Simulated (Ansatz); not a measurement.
**Cu₂Ni₃ (I4/mmm) at 2 levels of theory**

One geometry, relaxed with PBE; plane waves with PAW potentials in Ansatz, scalar-relativistic. Collinear spin, ending at 1.5 μB a primitive cell. Gaps are the least over mesh and band path; pressure is positive in compression.

```xyz
5
Lattice="-1.2582 1.2582 8.9055 1.2582 -1.2582 8.9055 1.2582 1.2582 -8.9055" Properties=species:S:1:pos:R:3 pbc="T T T"
Cu    0.0000    0.0000   14.2871
Cu    0.0000    0.0000    3.5239
Ni    0.0000    0.0000    0.0000
Ni    0.0000    0.0000    7.1918
Ni    0.0000    0.0000   10.6192
```

| level | cutoff (eV) | k mesh | gap (eV) | pressure (GPa) | largest moment (μB) |
| --- | --- | --- | --- | --- | --- |
| PBE | 420 | 20×20×20 | 0 | 0.0 | 0.65 |

Question: What comes out on the same cell with r2SCAN?

Answer:
| level | cutoff (eV) | k mesh | gap (eV) | pressure (GPa) | largest moment (μB) |
| --- | --- | --- | --- | --- | --- |
| r2SCAN | 500 | 20×20×20 | 0 | -6.9 | 0.85 |

The state reached may not be the lowest one.

The structure comes from a generated guess; another structure or a mixture of phases may lie lower.
